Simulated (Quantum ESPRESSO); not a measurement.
# Computed records: Si2Ge5 (made-up cell, one site empty)

All values are calculated (Quantum ESPRESSO 7.5). Calculation on a made-up crystal cell, not a measurement: periodic Kohn-Sham density functional theory in plane waves with PseudoDojo standard norm-conserving scalar-relativistic pseudopotentials, each functional with its own files (v0.5 for PBE, v0.4.1 for LDA and PBEsol), no spin polarisation, no spin-orbit coupling, atoms not relaxed, stress positive in tension, energies less a fixed whole-eV offset for each atom's element; levels are Kohn-Sham levels at fractions of this cell's reciprocal vectors, counted from the reference band (half the neutral cell's valence electrons, rounded up) at Gamma; error bars cover cutoff and k-mesh only, not smearing or the files; added strain carries the atoms with the cell, and shear is the tensor component; each bar is the largest change over components, and at least 0.002 eV, 0.002 eV per angstrom or 0.02 GPa; energies are for the whole cell, and the offsets were chosen from early runs and are not element reference energies.

Si2Ge5 (made-up cell, one site empty)

Unstrained structure:
```xyz
7
Lattice="5.6486 0.0000 0.0000 0.0000 5.6486 0.0000 0.0000 0.0000 5.6486" Properties=species:S:1:pos:R:3 Si2Ge5
Ge    -0.0246     0.0323     0.0276
Ge     2.6896     0.0169     2.9243
Ge     2.8642     2.8155     0.0699
Si     1.5172     1.3910     1.3031
Si     1.3672     4.2476     4.1759
Ge     4.1849     1.3437     4.2492
Ge     4.2443     4.3327     1.2837
```

Here we set lattice type zincblende/diamond, empty site 2, functional pbe, cutoff 1061 eV, fermi dirac smearing 0.1 eV, scf tolerance 1e-07 eV, electrons removed 0, added strain kind uniform, added strain 0.0199, k mesh 6 x 6 x 6, shifted by half a step and structure shown before the added strain of 0.0199.

It finds free energy less offsets 0.3054 eV; smearing term minus ts -0.0824 eV; scf iterations 11; pressure -1.724 GPa; stress xx 1.756 GPa; stress yy 1.34 GPa; stress zz 2.076 GPa; stress yz 0.7467 GPa; stress xz 0.8314 GPa; stress xy -2.671 GPa; fermi level 0.1586 eV; reference band 39; error bar energy 0.003492 eV; error bar stress 0.02 GPa; error bar force 0.00216 eV/Å; error bar next band up 0.002 eV; error bar fermi level 0.004711 eV; error bars from tighter rerun of this cell.

Atoms:
| atoms element | atom site | atom energy offset (eV) |
| --- | --- | --- |
| Ge | 1 | -2430 |
| Ge | 3 | -2430 |
| Ge | 4 | -2430 |
| Si | 5 | -115 |
| Si | 6 | -115 |
| Ge | 7 | -2430 |
| Ge | 8 | -2430 |

Forces:
| site | x (eV/Å) | y (eV/Å) | z (eV/Å) |
| --- | --- | --- | --- |
| 1 | 1.386 | 0.2973 | -0.9082 |
| 3 | 0.4592 | -0.01679 | -1.195 |
| 4 | -0.4511 | 0.4489 | -1.194 |
| 5 | -0.4812 | -0.3567 | 0.7126 |
| 6 | -0.52 | -0.8207 | 0.8287 |
| 7 | 0.2829 | 0.7311 | -0.01559 |
| 8 | -0.6755 | -0.2831 | 1.771 |

Levels:
| level k point | next band up (eV) |
| --- | --- |
| Gamma | 0.8237 |
| (1/2,1/2,1/2) | 0.4531 |
| (0.15,0,0) | 0.8233 |
| (0,0.15,0) | 0.7773 |
| (0,0,0.15) | 0.7629 |
